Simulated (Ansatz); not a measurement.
HfIr3:
```
HfIr3
1.0
    3.92353     0.00000     0.00000
    0.00000     3.92353     0.00000
    0.00000     0.00000     3.92353
Hf Ir
1 3
Direct
  0.00000   0.00000   0.00000
  0.00000   0.50000   0.50000
  0.50000   0.00000   0.50000
  0.50000   0.50000   0.00000
```

Relaxed with PBEsol. Special points in fractions of this cell's reciprocal vectors: Γ (0.000, 0.000, 0.000); X (0.000, 0.500, 0.000); M (0.500, 0.500, 0.000); R (0.500, 0.500, 0.500).

Q: List the band energies nearest the Fermi level at these points for PBEsol in the plane-wave PAW code Ansatz.

A: In eV from the Fermi level; about four levels below and three above (degenerate sets whole), none deeper than 8.9 eV; points with the same levels are listed once.

```tsv
k	below	above
Γ	-5.80 -5.80 -5.80 -2.29 -2.29 -2.29	0.02 0.02 1.35
X	-1.72 -1.18 -1.07 -1.07	0.37 1.93 2.00 2.00
M	-1.60 -1.60 -0.68 -0.68	2.92 2.92 3.35 3.35
R	-2.35 -2.35 -2.35 -1.68 -1.68 -0.17	0.83 0.83 0.83
```

Space group Pm-3m (Cu3Au type). The first step of the workflow began from a Materials Project structure, measured or hypothetical; the Crystallography Open Database files this formula in space group No. 221, but the cells were not matched. Whether it is the stable phase at ambient conditions was not checked. Symmetry was held in the PBEsol relaxation; of distortions, only those at the zone centre were tested. The run is not spin-polarised. Scalar-relativistic: spin–orbit coupling is off unless named, which matters more the heavier the elements.

Potentials: the later of the program's two PAW sets.
